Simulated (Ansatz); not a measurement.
Strain and the gap of NaGeI3 (cubic perovskite)

NaGeI3 in the cubic perovskite structure, relaxed with r2SCAN in the plane-wave code Ansatz. The symmetry is Pm-3m (No. 221, cubic); a = 5.889 Å in the conventional setting, 40.85 Å³ an atom. Na is surrounded by 12 I at 4.16 Å; Ge is surrounded by 6 I at 2.94 Å; I is surrounded by 2 Ge at 2.94 Å and 4 Na at 4.16 Å.

The axes x, y and z are those of this cell:
```
CELL_PARAMETERS angstrom
5.88928 0.00000 0.00000
0.00000 5.88928 0.00000
0.00000 0.00000 5.88928
ATOMIC_POSITIONS crystal
Na 0.00000 0.00000 0.00000
Ge 0.50000 0.50000 0.50000
I 0.50000 0.50000 0.00000
I 0.50000 0.00000 0.50000
I 0.00000 0.50000 0.50000
```

Unstrained: PBE gives a direct gap of 0.417 eV at R. r2SCAN gives a direct gap of 0.473 eV at R. HSE06 gives a direct gap of 0.776 eV at R. Meshes: PBE 4×4×4, r2SCAN 4×4×4, HSE06 4×4×4. Strains are changes of length per length. After each strain the atoms were relaxed again with r2SCAN in this cell and within any symmetry left, so distortions that break it or need a larger cell weren't tested; points keep the names that they have in the unstrained zone. Spin-unpolarised throughout. Whether this structure exists isn't addressed.

Changes of the least gap in eV (an overlap counts as a negative gap):
```
                                                      strain  volume change (%)  space group     PBE  r2SCAN   HSE06  energy rise, r2SCAN (meV/atom)
epitaxial +1.5 % in the xy plane, free normal strain -0.43 %               +2.6       P4/mmm  +0.049  +0.054  +0.061                             2.7
                                     uniaxial -2.0 % along x               -2.0       P4/mmm  -0.139  -0.148  -0.153                             2.6
epitaxial -4.0 % in the xy plane, free normal strain +1.34 %               -6.6       P4/mmm  -0.418       –  -0.677                               –
                            isotropic -5.0 % on every length              -14.3        Pm-3m  -0.417  -0.473       –                            66.6
```

Epitaxial +1.5 % in the xy plane, free normal strain -0.43 %. HSE06: the gap goes from 0.776 to 0.838 eV (+0.061 eV). Stress change with r2SCAN, compression positive: xx -0.70, yy -0.70, zz 0.00 GPa.

Uniaxial -2.0 % along x, other directions held. HSE06: the gap goes from 0.776 to 0.623 eV (-0.153 eV). Stress change with r2SCAN, compression positive: xx +1.04, yy +0.14, zz +0.14 GPa.

Epitaxial -4.0 % in the xy plane, free normal strain +1.34 %. PBE: gap 0.42 before, 0 after (eV); it has closed. HSE06: the gap goes from 0.776 to 0.099 eV (-0.677 eV); so small a gap is at the limit of these settings. Stress change with PBE, compression positive: xx +2.37, yy +2.37, zz +0.02 GPa.

Isotropic -5.0 % on every length. r2SCAN: gap 0.47 before, 0 after (eV); it has closed. Stress change with r2SCAN, compression positive: xx +4.17, yy +4.17, zz +4.17 GPa.

No spin-orbit coupling is included; it can move band edges with weight on the heavy atoms by tenths of an eV.

The meshes of the hybrids are coarse, so their gaps aren't converged to the digits shown.
